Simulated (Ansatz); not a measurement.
ZrCd3, first-principles data

ZrCd₃:
```
ZrCd3
1.0
    4.34088     0.00000     0.00000
    0.00000     4.34088     0.00000
    0.00000     0.00000     4.33875
Cd Zr
3 1
Direct
  0.00000   0.50000   0.50000
  0.50000   0.00000   0.50000
  0.50000   0.50000   0.00000
  0.00000   0.00000   0.00000
```

Space group Pm-3m (No. 221), Cu3Au type; conventional cell a = b = c = 4.3402 Å, α = β = γ = 90.00°.

Method: the program Ansatz at the PBEsol level (PAW). Geometry: relaxed at this level of theory. Other levels are named where they apply.

Cell and energy:

Volume per atom: 20.44 Å³
Density: 8.70 g/cm³
Formation energy from the elements (no fitted shifts): -14 kJ/mol of atoms

Electronic structure:

* **Electronic character**: metallic (no gap)
* **Density of states at the Fermi level**: 0.79 states/eV per atom (mean over ±0.08 eV)
* **Gap with spin–orbit coupling**: none (metallic)

Mechanics:

- Bulk modulus (Birch–Murnaghan fit): 90.6 GPa
- Pressure derivative B′: 4.9

Charges:

- Bader charges = Cd -0.39, Zr +1.17 e

The workflow started from an entry of the Crystallography Open Database (COD); the relaxed space group is not among those it files for this formula. COD files the formula under space group No. 123, so this cell is another polymorph or a model. Its standing as an ambient phase is unchecked. The PBEsol relaxation kept the symmetry of its start; its stability against distortions is not shown here. The run is not spin-polarised. Point labels and valley counts follow the cell and symmetry of the run, lower than the named group. The references are the lowest solids computed at this level, not always the standard phases. Spin–orbit coupling is left out wherever it is not named.

Potentials: the later of the program's two PAW sets.
